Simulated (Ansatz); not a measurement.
SrClF:
```
SrClF
1.0
    4.08520     0.00000     0.00000
    0.00000     4.08520     0.00000
    0.00000     0.00000     6.91327
Sr Cl F
2 2 2
Cartesian
  0.00000   2.04260   5.52152
  2.04260   0.00000   1.39175
  2.04260   0.00000   4.44955
  0.00000   2.04260   2.46372
  2.04260   2.04260   0.00000
  0.00000   0.00000   0.00000
```

DFT-PBEsol in the program Ansatz with PAW potentials gives a gap of 5.73 eV without spin–orbit coupling, maximum at Γ, minimum at Γ.

**Question.** What happens when spin–orbit coupling is switched on?

**Answer.** The gap decreases by 0.05 eV, to 5.68 eV; maximum at Γ, minimum at Γ.

**Question.** Give the electron effective mass with spin–orbit coupling.

**Answer.** 0.46, 0.46, 0.86 mₑ (principal values).

**Question.** Give the hole effective mass with spin–orbit coupling.

**Answer.** 0.93, 0.93, 5.5 mₑ (principal values).

Space group P4/nmm. The first step of the workflow began from a Materials Project structure, measured or hypothetical; the Crystallography Open Database files this formula in space group No. 129, but the cells were not matched. Its standing as an ambient phase is unchecked. The cell was relaxed with PBEsol under the symmetry of its start; its stability against distortions is not shown here.

Potentials: the later of the program's two PAW sets.
